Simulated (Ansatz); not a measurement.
# MnO: do energies and stresses tell the same story?

These are results of DFT PBEsol, scalar-relativistic, plane waves, PAW in Ansatz, not measurements.

Plane waves to 420 eV, a k mesh through Γ of 16×16×16 on the computed 2-atom cell and Gaussian smearing (0.10 eV); collinear spin from starting moments 4.2 0.23 μB.

Relaxed cell: Fm-3m, a = 4.339 Å, b = 4.339 Å, c = 4.339 Å, α = 90.00°, β = 90.00°, γ = 90.00°, 2 atoms in the primitive cell.

Energies at zero smearing and pressures from the stress tensor, at volumes with shape and atoms relaxed:
```
V (Å³/atom) E − E(first) (meV/atom) P (GPa)
      9.598                     0.00     7.34
      9.904                   -10.12     3.40
     10.211                   -13.44    -0.01
     10.517                   -10.40    -3.52
     10.823                    -0.52    -6.48
```

Q: Check P = −dE/dV between neighbouring volumes, and get the bulk modulus from the pressures alone.

A: With 1 eV/Å³ = 160.2 GPa:
| middle V (Å³/atom) | −ΔE/ΔV (GPa) | mean P (GPa) |
| --- | --- | --- |
| 9.751 | 5.291 | 5.369 |
| 10.058 | 1.736 | 1.693 |
| 10.364 | -1.590 | -1.768 |
| 10.670 | -5.163 | -5.001 |

The two differ by 0.18 GPa at most. The mean of two end pressures misses the average over a step by about ΔV² P″/12, up to 0.11 GPa here; with that taken off 0.18 GPa remains. The stress is the derivative of the free energy, not of the energy at zero smearing, and with free energies 0.07 GPa remains. The largest site moment goes from 3.60 to 3.97 μB along the series, which bends P(V). Around V = 10.211 Å³/atom, the two neighbours give B = −V ΔP/ΔV = 10.211 × 6.92 / 0.613 = 115.4 GPa, against B0 = 116.4 GPa from the Birch–Murnaghan fit of the energies, which describes these points poorly (B0' = -1.0).

The cell holds one magnetic atom, so it can only be ferromagnetic; an antiferromagnetic order may lie lower.

Only this magnetic start was tried.